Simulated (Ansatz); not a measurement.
IrW in space group Cmcm (No. 63; W on 4c, Ir on 4c), DFT-PBEsol in the program Ansatz with PAW potentials, all energies at zero smearing, with the estimated change up to a 700 eV cutoff added, with one set of potentials and settings (totals compare only within such a set). Cell of 4 atoms (2 W, 2 Ir): -44116.580 eV.

| element | reference phase | E (eV/atom) |
|---|---|---|
| W | Im-3m, 1 atoms in the cell | -10257.5790 |
| Ir | Fm-3m, 1 atoms in the cell | -11800.4472 |

Formation energy per atom, worked out: (-44116.580 − 2×(-10257.5790) − 2×(-11800.4472))/4 = -0.132 eV/atom (-13 kJ per mol of atoms), at 0 K, without zero-point energy or fitted corrections.

The start of the workflow was typed in or built on a structure type; neither database checked (COD, Materials Project) lists it. COD files the formula under space group No. 51. Whether it is the stable phase at ambient conditions was not checked. The PBEsol relaxation kept the symmetry of its start; its stability against distortions is not shown here. No spin polarisation was allowed. The references are the lowest solids computed at this level, not always the standard phases. Scalar-relativistic: spin–orbit coupling is off unless named, which matters more the heavier the elements.

Potentials: the earlier of the program's two PAW sets. The files were generated under PBE; for other functionals the program regenerates the frozen cores, and for LDA and PBEsol the local potential too.
